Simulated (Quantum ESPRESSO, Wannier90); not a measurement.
## Wannierisation of TaAs (I4₁md)

```
begin unit_cell_cart
ang
    0.0000000000   -3.4436300000    0.0000000000
    3.4436300000    0.0000000000    0.0000000000
   -1.7218150000    1.7218150000    5.8679400000
end unit_cell_cart
begin atoms_frac
Ta   0.2499700000 -0.2500300000  0.4999400000
Ta   0.4999700000  0.4999700000 -0.0000600000
As  -0.1673700000  0.3326300000 -0.3347400000
As   0.0826300000  0.0826300000  0.1652600000
end atoms_frac
```

Cell from Materials Project (mp-1936), symmetrised, no further relaxation. Not found in the COD (Crystallography Open Database) copy used; not checked further. Level: PBEsol, spinors with spin-orbit coupling; pw.x of Quantum ESPRESSO at 68 Ry with PseudoDojo potentials, 4×4×4 k-points, Wannier90. Density: 10×10×10 mesh, cold smearing 0.01 Ry.

A tight-binding model is made by disentanglement and projection with no localisation steps (num_iter = 0), so the 52 orbitals stay atom-like: hydrogen-like Ta: s;p;d; As: s;p, axes along x, y, z; frozen window up to 1.50 eV relative to the Fermi level. It follows pw.x to 18 meV rms for states up to 1.0 eV relative to the Fermi level. Matrix elements depend on this choice of orbitals and windows.

Task: What are the on-site energies relative to the Fermi level, and how fast do the hoppings decay?

Result: 
```csv
atom,orbitals,energy (eV)
Ta1,s↑ s↓,3.26
Ta1,pz↑ pz↓,8.86
Ta1,px↑ px↓,9.39
Ta1,py↑ py↓,8.88
Ta1,dz2↑ dz2↓,0.95
Ta1,dxz↑ dxz↓ dxy↑ dxy↓,1.07
Ta1,dyz↑ dyz↓,1.03
Ta1,dx2-y2↑ dx2-y2↓,0.83
Ta2,s↑ s↓,3.26
Ta2,pz↑ pz↓,8.86
Ta2,px↑ px↓,8.88
Ta2,py↑ py↓,9.39
Ta2,dz2↑ dz2↓,0.95
Ta2,dxz↑ dxz↓,1.03
Ta2,dyz↑ dyz↓ dxy↑ dxy↓,1.07
Ta2,dx2-y2↑ dx2-y2↓,0.83
As3,s↑ s↓,-8.11
As3,pz↑ pz↓,0.93
As3,px↑ px↓,1.13
As3,py↑ py↓,1.73
As4,s↑ s↓,-8.11
As4,pz↑ pz↓,0.93
As4,px↑ px↓,1.73
As4,py↑ py↓,1.13
```

```json
[
 {"distance of the centres (Å)": "2–3", "largest modulus (eV)": "1.7"},
 {"distance of the centres (Å)": "3–4", "largest modulus (eV)": "1.5"},
 {"distance of the centres (Å)": "4–5", "largest modulus (eV)": "0.38"},
 {"distance of the centres (Å)": "5–6", "largest modulus (eV)": "0.18"}
]
```
